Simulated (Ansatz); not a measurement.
ZrC (rock salt)

```yaml
crystal:
  lattice:
    - [0.00000, 2.33447, 2.33447]
    - [2.33447, 0.00000, 2.33447]
    - [2.33447, 2.33447, 0.00000]
  atoms:
    - { symbol: C, position: [0.00000, 0.00000, 0.00000] }
    - { symbol: Zr, position: [0.50000, 0.50000, 0.50000] }
```

The slice is a {100} plane (indices of the conventional cell) through the point (0.500, 0.500, 0.500) (fractional), spanned by u = [100] and v = [0 1 -1] in vectors of this cell: u (3.30 Å) and v (3.30 Å, at 90° to u). It covers one period; positions are fractions (u, v).

These are PBEsol (plane waves to 420 eV, PAW, scalar-relativistic; Ansatz, a program for electronic structure) values and carry that method's errors. k mesh 17×17×17. Near the nuclei the fields are pseudised (PAW); where an atom keeps semicore shells as valence, they peak there. ZrC is run without spin polarisation. ZrC was relaxed with its symmetry unable to fall.

Three fields on this plane, each scaled to ten steps between its own extremes (0 low, 9 high; the total valence density on a logarithmic scale, the potential cut 8 eV below its top; x marks points blanked near nuclei; v = 0 in the bottom row):

Map A
```
|xxxxxx941000149xxxxx|
|xxxxxx842222248xxxxx|
|xxxxxx754444457xxxxx|
|xxxxx97777x77779xxxx|
|xxxx988xxxxxxx889xxx|
|x98778xxxxxxxxx87789|
|44457xxxxxxxxxxx7544|
|11247xxxxxxxxxxx7421|
|00247xxxxxxxxxxx7420|
|0024xxxxxxxxxxxxx420|
|00247xxxxxxxxxxx7420|
|11247xxxxxxxxxxx7421|
|44457xxxxxxxxxxx7544|
|x98778xxxxxxxxx87789|
|xxxx988xxxxxxx889xxx|
|xxxxx97777x77779xxxx|
|xxxxxx754444457xxxxx|
|xxxxxx842222248xxxxx|
|xxxxxx941000149xxxxx|
|xxxxxxx4100014xxxxxx|
```

Map B
```
|xxxxxx300121003xxxxx|
|xxxxxx201343102xxxxx|
|xxxxxx114676411xxxxx|
|xxxxx22479x97422xxxx|
|xxxx224xxxxxxx422xxx|
|x32124xxxxxxxxx42123|
|00014xxxxxxxxxxx4100|
|00147xxxxxxxxxxx7410|
|01369xxxxxxxxxxx9631|
|1247xxxxxxxxxxxxx742|
|01369xxxxxxxxxxx9631|
|00147xxxxxxxxxxx7410|
|00014xxxxxxxxxxx4100|
|x32124xxxxxxxxx42123|
|xxxx224xxxxxxx422xxx|
|xxxxx22479x97422xxxx|
|xxxxxx114676411xxxxx|
|xxxxxx201343102xxxxx|
|xxxxxx300121003xxxxx|
|xxxxxxx0001000xxxxxx|
```

Map C
```
|xxxxxx016898610xxxxx|
|xxxxxx037999730xxxxx|
|xxxxxx047999740xxxxx|
|xxxxx02678x87620xxxx|
|xxxx014xxxxxxx410xxx|
|x00024xxxxxxxxx42000|
|11346xxxxxxxxxxx6431|
|66777xxxxxxxxxxx7776|
|88998xxxxxxxxxxx8998|
|9999xxxxxxxxxxxxx999|
|88998xxxxxxxxxxx8998|
|66777xxxxxxxxxxx7776|
|11346xxxxxxxxxxx6431|
|x00024xxxxxxxxx42000|
|xxxx014xxxxxxx410xxx|
|xxxxx02678x87620xxxx|
|xxxxxx047999740xxxxx|
|xxxxxx037999730xxxxx|
|xxxxxx016898610xxxxx|
|xxxxxxx1689861xxxxxx|
```

Task: Assign the maps to these fields: electron localisation function (ELF); valence electron density; electrostatic potential energy of an electron, from the cell's mean.

Result: A is the valence electron density; B is the electron localisation function (ELF); C is the electrostatic potential energy of an electron, from the cell's mean.
